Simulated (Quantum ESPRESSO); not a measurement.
Ti4O6FN, one run as intended and one with a planted mistake

A calculation, not a measurement. The program is pw.x of Quantum ESPRESSO 7.5 (plane-wave density functional theory). The cell is made up: 12 atoms on a rutile lattice, with randomly drawn elements, strain and displacements, not relaxed. PseudoDojo standard norm-conserving files (v0.5 for PBE, v0.4.1 for LDA and PBEsol) set the functional; there is no spin polarisation, spin-orbit coupling or dispersion term, and the masses in the input are unused placeholders.

Intended input:

```
&control calculation='scf', pseudo_dir='./dojo.nc.sr.pbe.v0_5.standard.upf', outdir='./o', disk_io='medium', tprnfor=.true., tstress=.true. /
&system ibrav=0, nat=12, ntyp=4, nbnd=54, ecutwfc=84.00895049, nosym=.true., tot_charge=0,
 occupations='smearing', smearing='fd', degauss=0.0018374661
/
&electrons conv_thr=7.350e-09, electron_maxstep=60, /
ATOMIC_SPECIES
F 1.0 F.upf
N 1.0 N.upf
O 1.0 O.upf
Ti 1.0 Ti.upf
CELL_PARAMETERS angstrom
4.6178 0.0 0.0
0.0 4.6178 0.0
0.0 0.0 5.8989
ATOMIC_POSITIONS angstrom
Ti -0.1283 -0.0414 -0.0511
Ti 2.3049 2.2463 1.3847
Ti -0.011 0.0396 2.9353
Ti 2.232 2.282 4.4289
O 1.4385 1.4431 0.0115
O 3.1907 3.1643 0.0491
F 3.7272 0.908 1.6178
N 0.9528 3.7685 1.4394
O 1.4257 1.4008 2.9375
O 3.1892 3.1422 2.9919
O 3.7299 0.8993 4.417
O 0.9514 3.7019 4.4077
K_POINTS automatic
5 5 4 1 1 1
```

The log is shortened where brackets say so; the opening notice, blank lines, dates and the lines on written files are dropped, and the path of the files is cut. It prints rydbergs, bohrs and kilobars, and counts compression as positive stress. Where no state is partly filled, the Fermi energy that it prints is only some level between the filled and the empty states on the mesh, and need not lie in the true gap.

Log of the intended run:

```
     Program PWSCF v.7.5
     Parallel version (MPI & OpenMP), running on       1 processor cores
     Number of MPI processes:                 1
     Threads/MPI process:                     1
     [start-up lines left out]
     bravais-lattice index     =            0
     lattice parameter (alat)  =       8.7264  a.u.
     unit-cell volume          =     848.8635 (a.u.)^3
     number of atoms/cell      =           12
     number of atomic types    =            4
     number of electrons       =        96.00
     number of Kohn-Sham states=           54
     kinetic-energy cutoff     =      84.0090  Ry
     charge density cutoff     =     336.0358  Ry
     scf convergence threshold =      7.3E-09
     mixing beta               =       0.7000
     number of iterations used =            8  plain     mixing
     Exchange-correlation= PBE
                           (   1   4   3   4   0   0   0)
     [axes and pseudopotential details left out]
   Cartesian axes
     site n.     atom                  positions (alat units)
         1        Ti     tau(   1) = (  -0.0277838  -0.0089653  -0.0110659  )
         2        Ti     tau(   2) = (   0.4991338   0.4864438   0.2998614  )
         3        Ti     tau(   3) = (  -0.0023821   0.0085755   0.6356490  )
         4        Ti     tau(   4) = (   0.4833470   0.4941747   0.9590931  )
         5        O      tau(   5) = (   0.3115120   0.3125081   0.0024904  )
         6        O      tau(   6) = (   0.6909567   0.6852397   0.0106328  )
         7        F      tau(   7) = (   0.8071376   0.1966304   0.3503400  )
         8        N      tau(   8) = (   0.2063320   0.8160813   0.3117069  )
         9        O      tau(   9) = (   0.3087401   0.3033479   0.6361254  )
        10        O      tau(  10) = (   0.6906319   0.6804539   0.6479059  )
        11        O      tau(  11) = (   0.8077223   0.1947464   0.9565161  )
        12        O      tau(  12) = (   0.2060288   0.8016588   0.9545021  )
     number of k points=    50  Fermi-Dirac smearing, width (Ry)=  0.0018
                       cart. coord. in units 2pi/alat
        k(    1) = (   0.1000000   0.1000000   0.0978530), wk =   0.0400000
        k(    2) = (   0.1000000   0.1000000   0.2935590), wk =   0.0400000
     [further k points left out]
     Dense  grid:    88325 G-vectors     FFT dimensions: (  54,  54,  72)
     Estimated max dynamical RAM per process >     140.07 MB
     Initial potential from superposition of free atoms
     starting charge      95.9936, renormalised to      96.0000
     Starting wfcs are   72 randomized atomic wfcs
     total cpu time spent up to now is       36.5 secs
     per-process dynamical memory:    86.6 Mb
     Self-consistent Calculation
     iteration #  1     ecut=    84.01 Ry     beta= 0.70
     Davidson diagonalization with overlap
     ethr =  1.00E-02,  avg # of iterations =  2.0
     total cpu time spent up to now is      106.5 secs
     total energy              =    -741.32095837 Ry
     estimated scf accuracy    <       5.83409661 Ry
     iteration #  2     ecut=    84.01 Ry     beta= 0.70
     Davidson diagonalization with overlap
     ethr =  6.08E-03,  avg # of iterations =  7.8
     total cpu time spent up to now is      251.3 secs
     total energy              =    -734.57576436 Ry
     estimated scf accuracy    <      72.57732002 Ry
     [iterations 3 to 20 left out]
     iteration # 21     ecut=    84.01 Ry     beta= 0.70
     Davidson diagonalization with overlap
     ethr =  4.35E-11,  avg # of iterations =  1.8
     total cpu time spent up to now is     1554.1 secs
     total energy              =    -744.55589519 Ry
     estimated scf accuracy    <       0.00000003 Ry
     iteration # 22     ecut=    84.01 Ry     beta= 0.70
     Davidson diagonalization with overlap
     ethr =  3.62E-11,  avg # of iterations =  2.6
     total cpu time spent up to now is     1614.3 secs
     End of self-consistent calculation
     [lines on levels left out]
     the Fermi energy is    10.5941 ev
!    total energy              =    -744.55589519 Ry
     estimated scf accuracy    <          2.6E-09 Ry
     smearing contrib. (-TS)   =      -0.00000000 Ry
     internal energy E=F+TS    =    -744.55589519 Ry
     The total energy is F=E-TS. E is the sum of the following terms:
     one-electron contribution =    -259.48053049 Ry
     hartree contribution      =     177.35416565 Ry
     xc contribution           =    -137.28928713 Ry
     ewald contribution        =    -525.14024322 Ry
     convergence has been achieved in  22 iterations
     Forces acting on atoms (cartesian axes, Ry/au):
     atom    1 type  4   force =     0.11511272   -0.09347209    0.00556952
     atom    2 type  4   force =    -0.11844911    0.14412105    0.10489131
     atom    3 type  4   force =     0.12120766   -0.15302396    0.05911157
     atom    4 type  4   force =     0.01634035    0.02134918   -0.08917233
     atom    5 type  3   force =    -0.04763656   -0.06062916   -0.00753656
     atom    6 type  3   force =     0.05034553    0.03378777   -0.02792881
     atom    7 type  1   force =    -0.04402122    0.03990335   -0.09379861
     atom    8 type  2   force =    -0.03887075    0.00439290    0.00153324
     atom    9 type  3   force =    -0.01970221   -0.01678189    0.00983917
     atom   10 type  3   force =     0.03433481    0.02976068   -0.00618419
     atom   11 type  3   force =    -0.01870838    0.01632848    0.01687179
     atom   12 type  3   force =    -0.04995284    0.03426368    0.02680389
     Total force =     0.388041     Total SCF correction =     0.000124
     Computing stress (Cartesian axis) and pressure
          total   stress  (Ry/bohr**3)                   (kbar)     P=      104.52
   0.00057797  -0.00011042   0.00018307           85.02      -16.24       26.93
  -0.00011042   0.00062651  -0.00022559          -16.24       92.16      -33.19
   0.00018307  -0.00022559   0.00092697           26.93      -33.19      136.36
     init_run     :     32.98s CPU     36.28s WALL (       1 calls)
     electrons    :   1521.55s CPU   1577.88s WALL (       1 calls)
     forces       :     10.59s CPU     10.70s WALL (       1 calls)
     stress       :     37.19s CPU     37.30s WALL (       1 calls)
     [timing details left out]
     PWSCF        :  26m42.67s CPU  27m44.25s WALL
     JOB DONE.
```

A second run has one planted mistake: the self-consistency threshold is too loose. The input lines that differ, file-writing options aside:

```
- &electrons conv_thr=7.350e-09, electron_maxstep=60, /
+ &electrons conv_thr=2.940e-02, electron_maxstep=60, /
```

Its log:

```
     Program PWSCF v.7.5
     Parallel version (MPI & OpenMP), running on       4 processor cores
     Number of MPI processes:                 4
     Threads/MPI process:                     1
     [start-up lines left out]
     bravais-lattice index     =            0
     lattice parameter (alat)  =       8.7264  a.u.
     unit-cell volume          =     848.8635 (a.u.)^3
     number of atoms/cell      =           12
     number of atomic types    =            4
     number of electrons       =        96.00
     number of Kohn-Sham states=           54
     kinetic-energy cutoff     =      84.0090  Ry
     charge density cutoff     =     336.0358  Ry
     scf convergence threshold =      2.9E-02
     mixing beta               =       0.7000
     number of iterations used =            8  plain     mixing
     Exchange-correlation= PBE
                           (   1   4   3   4   0   0   0)
     [axes and pseudopotential details left out]
   Cartesian axes
     site n.     atom                  positions (alat units)
         1        Ti     tau(   1) = (  -0.0277838  -0.0089653  -0.0110659  )
         2        Ti     tau(   2) = (   0.4991338   0.4864438   0.2998614  )
         3        Ti     tau(   3) = (  -0.0023821   0.0085755   0.6356490  )
         4        Ti     tau(   4) = (   0.4833470   0.4941747   0.9590931  )
         5        O      tau(   5) = (   0.3115120   0.3125081   0.0024904  )
         6        O      tau(   6) = (   0.6909567   0.6852397   0.0106328  )
         7        F      tau(   7) = (   0.8071376   0.1966304   0.3503400  )
         8        N      tau(   8) = (   0.2063320   0.8160813   0.3117069  )
         9        O      tau(   9) = (   0.3087401   0.3033479   0.6361254  )
        10        O      tau(  10) = (   0.6906319   0.6804539   0.6479059  )
        11        O      tau(  11) = (   0.8077223   0.1947464   0.9565161  )
        12        O      tau(  12) = (   0.2060288   0.8016588   0.9545021  )
     number of k points=    50  Fermi-Dirac smearing, width (Ry)=  0.0018
                       cart. coord. in units 2pi/alat
        k(    1) = (   0.1000000   0.1000000   0.0978530), wk =   0.0400000
        k(    2) = (   0.1000000   0.1000000   0.2935590), wk =   0.0400000
     [further k points left out]
     Dense  grid:    88325 G-vectors     FFT dimensions: (  54,  54,  72)
     Estimated max dynamical RAM per process >     258.30 MB
     Estimated total dynamical RAM >     968.51 MB
     Initial potential from superposition of free atoms
     starting charge      95.9936, renormalised to      96.0000
     Starting wfcs are   72 randomized atomic wfcs
     total cpu time spent up to now is        4.7 secs
     per-process dynamical memory:   199.5 Mb
     Self-consistent Calculation
     iteration #  1     ecut=    84.01 Ry     beta= 0.70
     Davidson diagonalization with overlap
     ethr =  1.00E-02,  avg # of iterations =  2.0
     total cpu time spent up to now is       11.6 secs
     total energy              =    -741.32102002 Ry
     estimated scf accuracy    <       5.83402582 Ry
     iteration #  2     ecut=    84.01 Ry     beta= 0.70
     Davidson diagonalization with overlap
     ethr =  6.08E-03,  avg # of iterations =  7.5
     total cpu time spent up to now is       26.2 secs
     total energy              =    -734.60659385 Ry
     estimated scf accuracy    <      72.33866533 Ry
     [iterations 3 to 6 left out]
     iteration #  7     ecut=    84.01 Ry     beta= 0.70
     Davidson diagonalization with overlap
     ethr =  2.18E-04,  avg # of iterations =  2.0
     total cpu time spent up to now is       66.5 secs
     total energy              =    -744.52047776 Ry
     estimated scf accuracy    <       0.10300011 Ry
     iteration #  8     ecut=    84.01 Ry     beta= 0.70
     Davidson diagonalization with overlap
     ethr =  1.07E-04,  avg # of iterations =  7.3
     total cpu time spent up to now is       78.4 secs
     End of self-consistent calculation
     [lines on levels left out]
     the Fermi energy is    10.5551 ev
!    total energy              =    -744.54289595 Ry
     estimated scf accuracy    <       0.01812534 Ry
     smearing contrib. (-TS)   =      -0.00000000 Ry
     internal energy E=F+TS    =    -744.54289595 Ry
     The total energy is F=E-TS. E is the sum of the following terms:
     one-electron contribution =    -258.90312537 Ry
     hartree contribution      =     176.66516599 Ry
     xc contribution           =    -137.16469336 Ry
     ewald contribution        =    -525.14024322 Ry
     convergence has been achieved in   8 iterations
     Forces acting on atoms (cartesian axes, Ry/au):
     atom    1 type  4   force =     0.11668360   -0.09485700   -0.00533323
     atom    2 type  4   force =    -0.12004048    0.14471140    0.10853411
     atom    3 type  4   force =     0.12093841   -0.15302852    0.06686786
     atom    4 type  4   force =     0.01626199    0.02159004   -0.09424001
     atom    5 type  3   force =    -0.04972688   -0.06274133   -0.00160255
     atom    6 type  3   force =     0.05291870    0.03669821   -0.02292137
     atom    7 type  1   force =    -0.04663859    0.04253037   -0.09187421
     atom    8 type  2   force =    -0.03819583    0.00237803   -0.00434063
     atom    9 type  3   force =    -0.01838256   -0.01646474    0.00380419
     atom   10 type  3   force =     0.03369512    0.02935516   -0.01304179
     atom   11 type  3   force =    -0.01569525    0.01430403    0.02388750
     atom   12 type  3   force =    -0.05181823    0.03552434    0.03026012
     Total force =     0.394419     Total SCF correction =     0.551842
     SCF correction compared to forces is large: reduce conv_thr to get better values
     Computing stress (Cartesian axis) and pressure
          total   stress  (Ry/bohr**3)                   (kbar)     P=       44.87
   0.00016609  -0.00008822   0.00017645           24.43      -12.98       25.96
  -0.00008822   0.00021683  -0.00022989          -12.98       31.90      -33.82
   0.00017645  -0.00022989   0.00053217           25.96      -33.82       78.28
     init_run     :      4.52s CPU      4.68s WALL (       1 calls)
     electrons    :     73.29s CPU     73.66s WALL (       1 calls)
     forces       :      1.48s CPU      1.48s WALL (       1 calls)
     stress       :      4.92s CPU      4.93s WALL (       1 calls)
     [timing details left out]
     PWSCF        :   1m24.33s CPU   1m24.89s WALL
     JOB DONE.
```

|  | intended run | run with the mistake |
| --- | --- | --- |
| free energy (eV) | -10130.199 | -10130.022 |
| smearing term -TS (eV) | 0.0000 | 0.0000 |
| pressure (GPa) | 10.45 | 4.49 |
| largest force component (eV/Å) | 3.934 | 3.935 |
| largest change of a force component (eV/Å) |  | 0.280 |
| iterations | 22 | 8 |

For scale, a rerun of the intended cell at a cutoff of 1437 eV and k mesh 7 x 7 x 6 moved values by no more than 0.004 eV in energy, 0.05 GPa in stress and 0.002 eV/Å in force.